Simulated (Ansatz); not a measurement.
## In₃Cl: energy from the work of forces and stress

```
In Cl
1.0
     6.58100    0.00000    0.00000
    -3.29050    5.69931    0.00000
     0.00000    0.00000    6.11894
In Cl
6 2
Cartesian
  1.6297 0.9409 4.5892
  4.9512 0.9409 4.5892
  3.2905 3.8174 4.5892
  1.6607 4.7584 1.5297
  -1.6607 4.7584 1.5297
  0.0000 1.8819 1.5297
  3.2905 1.8998 1.5297
  0.0000 3.7995 4.5892
```

These are results of Ansatz, DFT PBE+D3(BJ), scalar-relativistic, plane waves, PAW, not measurements.

Plane waves to 420 eV, a k mesh through Γ of 6×6×6 on the computed 8-atom cell and Gaussian smearing (0.10 eV); no spin polarisation.

At the start the stress (GPa, compression positive, xx yy zz yz xz xy) is -1.13 -1.13 -1.77 0.00 0.00 0.00 and the forces (eV/Å) are In1 (0.08, 0.04, 0.00); In2 (-0.08, 0.04, 0.00); In3 (0.00, -0.09, 0.00); In4 (-0.08, -0.04, 0.00); In5 (0.08, -0.04, 0.00); In6 (0.00, 0.09, 0.00); Cl7 (0.00, 0.00, 0.00); Cl8 (0.00, 0.00, 0.00). Each variant moves atoms by u and then strains the cell by ε, so an atom ends at (r + u)(1 + ε); shears are tensor components, each standing twice in ε. The starting volume is 229.50 Å³.

Variant 1: strain (xx yy zz yz xz xy, %) -2.14 -2.14 0.86 0.00 0.00 0.00, moves (Å) In1 (-0.150, -0.087, 0.000); In2 (0.150, -0.087, 0.000); In3 (0.000, 0.173, 0.000); In4 (0.150, 0.087, 0.000); In5 (-0.150, 0.087, 0.000); In6 (0.000, -0.173, 0.000). There the stress is 2.73 2.73 -0.38 0.00 0.00 0.00 GPa and the forces (eV/Å) are In1 (1.40, 0.81, 0.00); In2 (-1.40, 0.81, 0.00); In3 (0.00, -1.62, 0.00); In4 (-1.40, -0.81, 0.00); In5 (1.40, -0.81, 0.00); In6 (0.00, 1.62, 0.00); Cl7 (0.00, 0.00, 0.00); Cl8 (0.00, 0.00, 0.00).

Variant 2: strain (xx yy zz yz xz xy, %) -1.79 -1.79 1.21 0.00 0.00 0.00, moves (Å) In1 (-0.019, -0.015, 0.006); In2 (0.022, -0.009, 0.006); In3 (-0.003, 0.024, 0.006); In4 (0.022, 0.009, -0.006); In5 (-0.019, 0.015, -0.006); In6 (-0.003, -0.024, -0.006); Cl7 (0.000, 0.000, 0.042); Cl8 (0.000, 0.000, -0.042). There the stress is 0.50 0.50 -2.09 0.00 0.00 0.00 GPa and the forces (eV/Å) are In1 (0.25, 0.15, 0.00); In2 (-0.25, 0.14, 0.00); In3 (0.00, -0.29, 0.00); In4 (-0.25, -0.14, 0.00); In5 (0.25, -0.15, 0.00); In6 (0.00, 0.29, 0.00); Cl7 (0.00, 0.00, -0.01); Cl8 (0.00, 0.00, 0.01).

Variant 3: strain (xx yy zz yz xz xy, %) -0.88 -0.88 2.12 0.00 0.00 0.00, moves (Å) In1 (-0.150, -0.087, 0.000); In2 (0.150, -0.087, 0.000); In3 (0.000, 0.173, 0.000); In4 (0.150, 0.087, 0.000); In5 (-0.150, 0.087, 0.000); In6 (0.000, -0.173, 0.000). There the stress is 1.23 1.23 -1.07 0.00 0.00 0.00 GPa and the forces (eV/Å) are In1 (1.23, 0.71, 0.00); In2 (-1.23, 0.71, 0.00); In3 (0.00, -1.42, 0.00); In4 (-1.23, -0.71, 0.00); In5 (1.23, -0.71, 0.00); In6 (0.00, 1.42, 0.00); Cl7 (0.00, 0.00, 0.00); Cl8 (0.00, 0.00, 0.00).

Problem. Estimate each change of free energy from forces and stresses by the trapezoid rule along the path (r + tu)(1 + tε), t from 0 to 1, and compare with the computed change.

Solution. The derivative of the energy along the path is −F·u(1 + tε) for the atoms and −V σ(1 + tε)⁻¹ : ε for the cell, with F, σ and V taken at t (σ positive in compression; 1 eV/Å³ = 160.2 GPa). Averaging t = 0 and t = 1 gives, in meV per atom:
```csv
variant,work on atoms,work on cell,sum,computed
1,108.5,7.6,116.1,110.6
2,3.4,2.1,5.5,5.0
3,97.4,5.5,102.9,103.3
```

The rule is exact for a quadratic energy surface and overshoots a term ct³ by c/2, so the difference between the last two columns measures the net anharmonic part along the path (terms of opposite sign can cancel, and the finite basis adds a little): 0 to 9 % here.

Spin polarisation was left out, and a magnetic state may lie lower.

Cost: 4 runs of about 1.5 core-minutes in all, on Arm Neoverse V2 (shared hosts).